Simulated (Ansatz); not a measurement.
Starting cell, AlNi (CsCl type):

```
CELL_PARAMETERS angstrom
      2.89266     0.00000     0.00000
      0.00000     2.89266     0.00000
      0.00000     0.00000     2.89266
ATOMIC_POSITIONS crystal
  Al 0.00000 0.00000 0.00000
  Ni 0.50000 0.50000 0.50000
```

In this cell atom 2 (Ni, nearest neighbour Al at 2.505 Å; its periodic images, 2.9 Å or more away, move with it) is moved by s along Cartesian [111], unit vector (0.577, 0.577, 0.577); all other atoms and the cell stay fixed.

These are PBE (plane waves to 420 eV, PAW, scalar-relativistic; Ansatz, a quantum-chemistry and plane-wave program) values and carry that method's errors. k mesh 13×13×13 (Γ-centred), Fermi-Dirac smearing 0.05 eV. Energies are smeared free energies. With partly filled bands, energies and forces of such displacements shift with the k mesh and the smearing. AlNi is run without spin polarisation. AlNi was relaxed with its symmetry unable to fall. The PAW data are Ansatz's earlier set. ΔE is measured from the undisplaced structure. The last digit holds for this mesh only.

| s (Å) | ΔE (meV/cell) |
|---|---|
| -0.250 | 189.7 |
| -0.200 | 118.3 |
| -0.150 | withheld |
| -0.100 | 28.6 |
| -0.050 | 7.1 |
| 0.000 | 0.0 |
| 0.050 | 7.1 |
| 0.100 | 28.6 |
| 0.150 | withheld |
| 0.200 | 118.3 |
| 0.250 | 189.7 |

Fit an even polynomial form (powers 2, 4) to the given rows and predict ΔE at s = -0.150.

Least squares on the 9 given rows: ΔE = (2822)·s² + (3414)·s⁴, in meV/cell with s in Å; root-mean-square residual 0.03 meV/cell. At -0.150 the fit gives 65.2 meV/cell; the calculation gives 65.2 meV/cell, the same to the digits shown. The quadratic term alone would give 63.5 meV/cell.

(For displaced atoms, the force is minus the slope of the energy, and its curvature is a force constant, which sets phonon frequencies.)
